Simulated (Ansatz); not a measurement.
K$_{2}$S:
```yaml
crystal:
  lattice:
    - [0.00000, 3.66791, 3.66791]
    - [3.66791, 0.00000, 3.66791]
    - [3.66791, 3.66791, 0.00000]
  atoms:
    - { symbol: K, position: [0.25000, 0.25000, 0.25000] }
    - { symbol: K, position: [0.75000, 0.75000, 0.75000] }
    - { symbol: S, position: [0.00000, 0.00000, 0.00000] }
```

Relaxed with PBEsol. Special points in fractions of this cell's reciprocal vectors: Γ (0.000, 0.000, 0.000); X (0.500, 0.000, 0.500); U (0.625, 0.250, 0.625); K (0.375, 0.375, 0.750); L (0.500, 0.500, 0.500); W (0.500, 0.250, 0.750).

Task: List the band energies nearest the valence-band maximum at these points for PBEsol in the plane-wave PAW code Ansatz.

Result: In eV from the valence-band maximum; about four levels below and three above (degenerate sets whole), none deeper than 8.9 eV; points with the same levels are listed once.

```
k              below                above
-  -----------------  -------------------
Γ  -0.23 -0.23 -0.23       2.35 5.41 5.41
X    -0.79 0.00 0.00       3.42 5.28 6.60
U  -0.59 -0.22 -0.02       3.65 5.45 6.36
L  -0.65 -0.08 -0.08  4.68 5.06 5.80 5.80
W  -0.41 -0.41 -0.02       3.63 5.77 5.77
```

Space group Fm-3m (anti-fluorite). The cell was relaxed with PBEsol under the symmetry of its start.

Potentials: the later of the program's two PAW sets.
